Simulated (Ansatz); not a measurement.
A geometry of Cu away from equilibrium: step 2 of the relaxation of a generated trial cell of Cu in the AFLOW prototype A_aP4_2_aci. Calculation: r2SCAN (plane waves to 500 eV, PAW, scalar-relativistic; Ansatz, a quantum-chemistry and plane-wave program). Γ-centred k-mesh 13×11×5 on the run's cell (coarser than for final values), Fermi–Dirac smearing 0.05 eV. The plane waves were selected for a different cell earlier on the path.

```yaml
crystal:
  lattice:
    - [2.49406, -0.02350, -0.00671]
    - [0.22195, 2.79795, -0.04839]
    - [0.08622, 0.35717, 6.58048]
  atoms:
    - { symbol: Cu, position: [0.00000, 0.00000, 0.00000] }
    - { symbol: Cu, position: [0.00000, 0.00000, 0.50000] }
    - { symbol: Cu, position: [0.45296, 0.54779, 0.25439] }
    - { symbol: Cu, position: [0.54704, 0.45221, 0.74561] }
```

What forces act on the atoms (eV/Å)?


| atom | Fx | Fy | Fz |
|---|---|---|---|
| Cu1 | 0.00 | 0.00 | 0.00 |
| Cu2 | 0.00 | 0.00 | 0.00 |
| Cu3 | 0.64 | -0.90 | -0.08 |
| Cu4 | -0.64 | 0.90 | 0.08 |

The path ends in Fm-3m (No. 225) (fcc (Cu type)). No spin polarisation in the result.

The run could not lose the symmetry of its start.
